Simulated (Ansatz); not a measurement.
Structure relaxation of Y

Method: DFT r2SCAN, scalar-relativistic, plane waves, PAW (Ansatz). Cutoff 500 eV, Γ-centred k mesh, Gaussian smearing, no spin polarisation in the final step.

This is the end of a relaxation of cell and atoms.

```yaml
crystal:
  lattice:
    - [1.82465, 1.05346, 8.64602]
    - [-1.82465, 1.05346, 8.64602]
    - [0.00000, -2.10693, 8.64602]
  atoms:
    - { symbol: Y, position: [0.00000, 0.00000, 0.00000] }
    - { symbol: Y, position: [0.22161, 0.22161, 0.22161] }
    - { symbol: Y, position: [0.77839, 0.77839, 0.77839] }
```

Q: What space group does it have?

A: R-3m (No. 166). Conventional cell: a = 3.649 Å, c = 25.938 Å. Around Y on Wyckoff site a (1 atom of the primitive cell) lie 12 Y at 3.58–3.65 Å; around Y on Wyckoff site c (2 atoms of the primitive cell) lie 12 Y at 3.54–3.65 Å.

Q: Is it a metal?

A: Yes, bands cross the Fermi level on the 15×15×15 mesh.

The final run used a 15×15×15 mesh on its 3-atom cell and 0.10 eV smearing.

This form isn't the element's structure at ambient conditions.